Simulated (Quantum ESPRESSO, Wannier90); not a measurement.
## Tight-binding from DFT: BaTiO₃ (cubic perovskite)

```xyz
5
Lattice="4.0077 0.0000 0.0000 0.0000 4.0077 0.0000 0.0000 0.0000 4.0077" Properties=species:S:1:pos:R:3 pbc="T T T"
Ba     2.0038     2.0038     2.0038
Ti     0.0000     0.0000     0.0000
O      2.0038     0.0000     0.0000
O      0.0000     2.0038     0.0000
O      0.0000     0.0000     2.0038
```

Materials Project entry mp-2998; symmetrised, unrelaxed at this level. COD (Crystallography Open Database) records the formula in this space group. Ideal cubic forms of this type are often high-temperature phases that distort on cooling; symmetry holds the cell here, and its stability was not tested. Method: PBEsol plane waves in Quantum ESPRESSO 7.5 (PseudoDojo norm-conserving files, 68 Ry, spinors with spin-orbit coupling), Bloch states on a 6×6×6 mesh through Γ, Wannier90 4.0.1. Density: 8×8×8 mesh, cold smearing 0.01 Ry.

A tight-binding model is made by disentanglement and projection with no localisation steps (num_iter = 0), so the 28 orbitals stay atom-like: hydrogen-like Ti: d; O: p, axes along x, y, z; frozen window up to 3.26 eV relative to the valence-band maximum. It follows pw.x to 0.5 meV rms for states up to 2.8 eV relative to the valence-band maximum. Matrix elements depend on this choice of orbitals and windows.

The 45 largest hoppings ⟨m,0|H|n,R⟩ between different sites (one of each Hermitian pair; signs follow the real orbitals' lobes; the list may end inside a set of equal values):

```
m                 n      R  distance of the centres (Å)  t (eV)  Im t (eV)
------  -----------  -----  ---------------------------  ------  ---------
O5 pz↑     Ti2 dz2↑  0 0 0                         2.00   2.240      0.000
O5 pz↓     Ti2 dz2↓  0 0 0                         2.00   2.240      0.000
O5 pz↑     Ti2 dz2↑  0 0 1                         2.00  -2.240      0.000
O5 pz↓     Ti2 dz2↓  0 0 1                         2.00  -2.240      0.000
O3 px↑  Ti2 dx2-y2↑  0 0 0                         2.00   1.940      0.000
O3 px↓  Ti2 dx2-y2↓  0 0 0                         2.00   1.940      0.000
O4 py↑  Ti2 dx2-y2↑  0 0 0                         2.00  -1.940      0.000
O4 py↓  Ti2 dx2-y2↓  0 0 0                         2.00  -1.940      0.000
O4 py↑  Ti2 dx2-y2↑  0 1 0                         2.00   1.940      0.000
O4 py↓  Ti2 dx2-y2↓  0 1 0                         2.00   1.940      0.000
O3 px↑  Ti2 dx2-y2↑  1 0 0                         2.00  -1.940      0.000
O3 px↓  Ti2 dx2-y2↓  1 0 0                         2.00  -1.940      0.000
O3 px↑     Ti2 dz2↑  0 0 0                         2.00  -1.120      0.000
O3 px↓     Ti2 dz2↓  0 0 0                         2.00  -1.120      0.000
O4 py↑     Ti2 dz2↑  0 0 0                         2.00  -1.120      0.000
O4 py↓     Ti2 dz2↓  0 0 0                         2.00  -1.120      0.000
O4 py↑     Ti2 dz2↑  0 1 0                         2.00   1.120      0.000
O4 py↓     Ti2 dz2↓  0 1 0                         2.00   1.120      0.000
O3 px↑     Ti2 dz2↑  1 0 0                         2.00   1.120      0.000
O3 px↓     Ti2 dz2↓  1 0 0                         2.00   1.120      0.000
O3 pz↑     Ti2 dxz↑  0 0 0                         2.00  -1.100      0.000
O3 pz↓     Ti2 dxz↓  0 0 0                         2.00  -1.100      0.000
O3 py↑     Ti2 dxy↑  0 0 0                         2.00  -1.100      0.000
O3 py↓     Ti2 dxy↓  0 0 0                         2.00  -1.100      0.000
O4 pz↑     Ti2 dyz↑  0 0 0                         2.00  -1.100      0.000
O4 pz↓     Ti2 dyz↓  0 0 0                         2.00  -1.100      0.000
O4 px↑     Ti2 dxy↑  0 0 0                         2.00  -1.100      0.000
O4 px↓     Ti2 dxy↓  0 0 0                         2.00  -1.100      0.000
O5 px↑     Ti2 dxz↑  0 0 0                         2.00  -1.100      0.000
O5 px↓     Ti2 dxz↓  0 0 0                         2.00  -1.100      0.000
O5 py↑     Ti2 dyz↑  0 0 0                         2.00  -1.100      0.000
O5 py↓     Ti2 dyz↓  0 0 0                         2.00  -1.100      0.000
O5 px↑     Ti2 dxz↑  0 0 1                         2.00   1.100      0.000
O5 px↓     Ti2 dxz↓  0 0 1                         2.00   1.100      0.000
O5 py↑     Ti2 dyz↑  0 0 1                         2.00   1.100      0.000
O5 py↓     Ti2 dyz↓  0 0 1                         2.00   1.100      0.000
O4 pz↑     Ti2 dyz↑  0 1 0                         2.00   1.100      0.000
O4 pz↓     Ti2 dyz↓  0 1 0                         2.00   1.100      0.000
O4 px↑     Ti2 dxy↑  0 1 0                         2.00   1.100      0.000
O4 px↓     Ti2 dxy↓  0 1 0                         2.00   1.100      0.000
O3 pz↑     Ti2 dxz↑  1 0 0                         2.00   1.100      0.000
O3 pz↓     Ti2 dxz↓  1 0 0                         2.00   1.100      0.000
O3 py↑     Ti2 dxy↑  1 0 0                         2.00   1.100      0.000
O3 py↓     Ti2 dxy↓  1 0 0                         2.00   1.100      0.000
O4 py↑       O3 px↑  0 0 0                         2.83  -0.425      0.006
```
